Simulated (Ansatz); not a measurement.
**Which element?**

Cell vectors (Å):

```
 2.8664  0.0000  0.0000
-1.4332  2.4824  0.0000
 0.0000  0.0000  4.6935
```

| atom | a | b | c |
| --- | --- | --- | --- |
| X | 0.3333 | 0.6667 | 0.2500 |
| X | 0.6667 | 0.3333 | 0.7500 |

Level of theory: PBEsol, PAW on Ansatz 0.2.0's default frozen-core files (fitted under PBE), scalar-relativistic. k mesh 18×18×10, strains of ±0.008, Fermi-Dirac smearing of 0.080 eV.

Elastic constants of a crystal by Kohn-Sham DFT: slopes of the stress over finite engineering strains of the given cell, Voigt indices, Cartesian axes as in the cell vectors.

```
index  elastic (GPa)
   11          165.3
   12          108.6
   13           80.4
   33          189.9
   44           23.6
```

**Question.** All X atoms are one element. Which one was computed?

**Answer.** Ag; the crystal is Ag (P6_3/mmc, a database entry that needn't be its stable phase).

Limits of these numbers: frozen-core PAW files fitted under PBE, their cores solved anew for the functional of the run; responses of metals move with mesh and smearing; elastic stability says nothing of phonons or of other phases.
